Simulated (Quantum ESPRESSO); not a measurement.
Hf$_{3}$TaNO$_{7}$ (made-up cell) (calculated)

Calculation on a made-up crystal cell, not a measurement, run twice, once with a planted mistake found by running each candidate: periodic Kohn-Sham density functional theory in plane waves with PseudoDojo standard norm-conserving scalar-relativistic pseudopotentials, each functional with its own files (v0.5 for PBE, v0.4.1 for LDA and PBEsol), no spin polarisation, no spin-orbit coupling, atoms not relaxed, stress positive in tension, energies less a fixed whole-eV offset for each atom's element; levels are Kohn-Sham levels at fractions of this cell's reciprocal vectors, counted from the reference band (half the neutral cell's valence electrons, rounded up) at Gamma; error bars cover cutoff and k-mesh only, not smearing or the files; each bar is the largest change over components, and at least 0.002 eV, 0.002 eV per angstrom or 0.02 GPa; a charged cell sits in a uniform background, with energy and stress on this program's zero of potential; no dispersion term; energies are for the whole cell, and the offsets were chosen from early runs and are not element reference energies; a distance is the largest change of any value in units of its error bar (the energy's for the smearing term), a scale change is of lengths, and a coarse mesh keeps the half-step shift. Program: Quantum ESPRESSO 7.5.

```json
{"formula": "Hf3TaNO7", "kind": "made-up cell", "intended_structure": {"cell_angstrom": [[5.2507, -0.0091, -0.0323], [-0.0091, 5.1439, -0.0075], [-0.0323, -0.0075, 5.1736]], "atoms_fractional": [["Hf", -0.01761, 0.01576, -0.00993], ["Hf", 0.0332, 0.50933, 0.49793], ["Ta", 0.49877, 0.01587, 0.48062], ["Hf", 0.49622, 0.48144, -0.00281], ["O", 0.25218, 0.24078, 0.25718], ["O", 0.24489, 0.25154, 0.76666], ["O", 0.24429, 0.75118, 0.24629], ["O", 0.2496, 0.7484, 0.76024], ["N", 0.77036, 0.24399, 0.23328], ["O", 0.74849, 0.24353, 0.75839], ["O", 0.76594, 0.73558, 0.23607], ["O", 0.76543, 0.76603, 0.76099]]}, "given": {"lattice_type": "fluorite", "intended_functional": "pbe", "intended_cutoff [eV]": 1143, "intended_fermi_dirac_smearing [eV]": 0.025, "intended_scf_tolerance [eV]": 1e-07, "intended_electrons_removed": 0, "healthy_free_energy_less_offsets [eV]": -4.993, "healthy_scf_iterations": 16, "healthy_smearing_term_minus_ts [eV]": 0.0, "healthy_pressure [GPa]": -12.82, "healthy_stress_xx [GPa]": 18.25, "healthy_stress_yy [GPa]": 8.69, "healthy_stress_zz [GPa]": 11.53, "healthy_stress_yz [GPa]": -1.8, "healthy_stress_xz [GPa]": -1.99, "healthy_stress_xy [GPa]": 1.77, "healthy_reference_band": 48, "faulty_free_energy_less_offsets [eV]": -5.309, "faulty_scf_iterations": 15, "faulty_smearing_term_minus_ts [eV]": 0.0, "faulty_pressure [GPa]": -13.32, "faulty_stress_xx [GPa]": 18.79, "faulty_stress_yy [GPa]": 9.09, "faulty_stress_zz [GPa]": 12.07, "faulty_stress_yz [GPa]": -1.71, "faulty_stress_xz [GPa]": -1.97, "faulty_stress_xy [GPa]": 1.65, "faulty_reference_band": 48, "candidate_k_points_along_each_vector": 2, "candidate_cutoff [eV]": 614, "candidate_smearing [eV]": 0.76, "candidate_functional": "pbesol", "candidate_scf_tolerance [eV]": 0.3, "candidate_electrons_removed": -1, "candidate_scale_change [percent]": -1.83, "candidate_first_exchanged_site": 1, "candidate_second_exchanged_site": 3, "intended_k_mesh": "4 x 4 x 4, shifted by half a step", "structure_shown": "as intended, without the mistake", "atom_site": [1, 2, 3, 4, 5, 6, 7, 8, 9, 10, 11, 12], "atom_energy_offset [eV]": [-1535, -1535, -1770, -1535, -452, -452, -452, -452, -283, -452, -452, -452], "healthy_force_site": [1, 2, 3, 4, 5, 6, 7, 8, 9, 10, 11, 12], "healthy_force_x [eV/angstrom]": [-0.477, -2.114, 2.8, 1.923, 1.513, 0.714, 1.571, 1.205, -2.883, -1.52, -1.469, -1.264], "healthy_force_y [eV/angstrom]": [-1.585, 0.694, 0.176, 0.983, 0.181, -0.409, 0.122, 0.011, -0.696, 0.84, 0.548, -0.865], "healthy_force_z [eV/angstrom]": [0.6, -0.271, -1.319, 0.626, 1.173, -1.465, 1.22, -1.266, 2.898, -1.96, 1.559, -1.795], "healthy_level_k_point": ["Gamma", "(1/2,1/2,1/2)", "(0.15,0,0)", "(0,0.15,0)", "(0,0,0.15)"], "healthy_next_band_up [eV]": [1.101, 1.362, 1.193, 1.172, 1.193], "faulty_force_site": [1, 2, 3, 4, 5, 6, 7, 8, 9, 10, 11, 12], "faulty_force_x [eV/angstrom]": [-0.398, -2.189, 2.797, 1.942, 1.459, 0.719, 1.582, 1.172, -2.843, -1.471, -1.477, -1.293], "faulty_force_y [eV/angstrom]": [-1.599, 0.622, 0.038, 1.013, 0.178, -0.404, 0.135, 0.084, -0.603, 0.833, 0.617, -0.914], "faulty_force_z [eV/angstrom]": [0.665, -0.263, -1.171, 0.662, 1.099, -1.493, 1.157, -1.254, 2.848, -1.982, 1.548, -1.816], "faulty_level_k_point": ["Gamma", "(1/2,1/2,1/2)", "(0.15,0,0)", "(0,0.15,0)", "(0,0,0.15)"], "faulty_next_band_up [eV]": [1.134, 1.398, 1.224, 1.204, 1.225], "candidate_mistake": ["coarse kmesh", "low cutoff", "wide smearing", "wrong functional", "loose scf", "wrong charge", "cell scaled", "atoms exchanged"]}, "results": {"fault_kind": "coarse kmesh", "other_mistakes_compared": 7, "distance_from_healthy [error bars]": 158.2, "distance_from_nearest_other_mistake [error bars]": 206.9, "healthy_error_bar_energy [eV]": 0.002, "healthy_error_bar_stress [GPa]": 0.03834, "healthy_error_bar_force [eV/angstrom]": 0.007375, "healthy_error_bar_next_band_up [eV]": 0.002}, "notes": ["the hafnium pseudopotential is less sure than the others, with forces about 3 percent (worst 6) and pressure in oxides about 1.5 GPa (worst 2.7) from a second method in checks, which the error bars do not cover"]}
```
